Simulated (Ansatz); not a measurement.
The relaxed structure here is a generated cell of SiAs: the first start was made by a random draw of sites in a space group, and the end was not matched to a known phase here, so it may be hypothetical.

The start is a randomly generated symmetric cell of SiAs (space group No. 27). The structure is fully relaxed (lattice and positions, P = 0) with PBE (plane waves to 420 eV, PAW, scalar-relativistic; Ansatz, a first-principles code). The first steps use a coarse 4×4×4 k-mesh.

Starting cell:
```
SiAs
1.0
    6.01168     0.00000     0.00000
    0.00000     6.35479     0.00000
    0.00000     0.00000     5.42945
As Si
4 4
Direct
  0.14846   0.53478   0.78701
  0.85154   0.46522   0.78701
  0.85154   0.53478   0.28701
  0.14846   0.46522   0.28701
  0.90631   0.74769   0.95505
  0.09369   0.25231   0.95505
  0.09369   0.74769   0.45505
  0.90631   0.25231   0.45505
```

* **Initial pressure**: +48 GPa (positive: the cell is compressed)
* **Largest initial force**: about 22.7 eV/Å, on As1, As2, As3, As4 (atoms numbered as listed)
* **Outcome**: The space group goes from Pcc2 (No. 27) to Aem2 (No. 39), with 4 atoms in the primitive cell
* **Energy released**: 2.52 to 2.54 eV/atom (the two k-meshes of the run give this range)
* **Shortest distances (start → end)**: The closest pairs of elements (up to four, under 3.6 Å), start → end: As–As 1.84 → 3.07 Å; As–Si 2.04 → 2.42 Å; Si–Si 2.94 → 2.59 Å
* **Band gap at the end**: zero (metallic)
* **Optimiser moves**: 40

Final values are on a 7×15×15 k-mesh of the relaxed cell. No spin polarisation in the result.

The run could not lower the symmetry of its start; a shaken copy of this end point relaxes with PBE to Cm (No. 8) at a tolerance of 0.01 Å, R3m (No. 160) at 0.1 Å, 0.22 eV/atom lower.
